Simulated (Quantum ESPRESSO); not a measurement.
## Band energies of ScAg₂

```
ScAg2
1.0
   -1.76913     1.76913     4.46321
    1.76913    -1.76913     4.46321
    1.76913     1.76913    -4.46321
Sc Ag
1 2
Direct
  0.00000   0.00000   0.00000
  0.66664   0.66664   0.00000
  0.33336   0.33336   0.00000
```

norm-conserving PBEsol (Quantum ESPRESSO, 82 Ry, without SOC); path ΓXYSΓZS1NPY1Z,XP; energies in eV from the Fermi level.

```csv
k (1/Å),point,band 20,band 21,band 22,band 23,band 24,band 25,band 26,band 27
0.00,Γ,-4.76,-4.59,-4.59,-3.90,-0.83,0.70,1.34,1.34
0.52,,-4.75,-4.54,-4.20,-3.84,-0.24,0.71,0.97,1.07
1.15,,-4.14,-4.14,-4.03,-1.93,-0.98,-0.68,1.34,1.48
1.26,X,-4.15,-4.10,-4.07,-1.82,-1.04,-0.63,1.37,1.43
1.26,Y,-4.32,-4.08,-4.06,-1.84,-1.47,-0.42,1.41,1.42
1.68,,-4.32,-4.10,-3.90,-2.31,-1.93,-1.14,1.36,1.54
2.00,S,-4.14,-4.00,-3.83,-2.54,-1.96,-1.64,1.16,1.55
2.31,,-4.35,-4.34,-3.86,-3.86,-0.88,-0.15,0.76,1.91
2.93,,-4.77,-4.59,-4.54,-3.90,-0.80,0.71,1.23,1.38
3.03,Γ,-4.76,-4.59,-4.59,-3.90,-0.83,0.70,1.34,1.34
3.62,,-4.42,-4.23,-4.23,-4.06,-3.22,0.71,2.07,2.07
3.74,Z,-4.40,-4.22,-4.22,-4.07,-3.41,0.71,2.12,2.16
4.27,,-4.04,-3.89,-3.89,-3.36,-2.87,-0.28,1.42,1.68
4.48,S1,-4.14,-4.00,-3.83,-2.54,-1.96,-1.64,1.16,1.55
4.86,N,-4.31,-4.27,-3.82,-2.94,-2.22,0.45,0.46,1.35
4.95,,-4.36,-4.23,-3.85,-2.88,-2.22,0.39,0.48,1.36
5.48,,-4.26,-4.19,-4.07,-2.05,-1.45,-0.57,1.47,1.66
5.75,P,-4.15,-4.11,-4.10,-1.81,-0.91,-0.91,1.21,2.33
6.05,,-4.24,-4.08,-4.08,-1.84,-1.28,-0.54,1.40,1.47
6.15,Y1,-4.32,-4.08,-4.06,-1.84,-1.47,-0.42,1.41,1.42
6.56,,-4.53,-3.98,-3.96,-2.94,-2.45,0.52,1.01,1.78
7.05,,-4.46,-4.16,-4.12,-4.03,-3.42,0.72,2.06,2.14
7.21,Z,-4.40,-4.22,-4.22,-4.07,-3.41,0.71,2.12,2.16
7.21,X,-4.15,-4.10,-4.07,-1.82,-1.04,-0.63,1.37,1.43
7.56,P,-4.15,-4.11,-4.10,-1.81,-0.91,-0.91,1.21,2.33
```

A metal at this level: along this path band 25 crosses the Fermi level.

Spin-orbit splittings are left out.

Geometry of the Materials Project entry, not relaxed at this level.

The structure is a Materials Project entry; no match was found in the copy of COD used, and its stability was not checked.
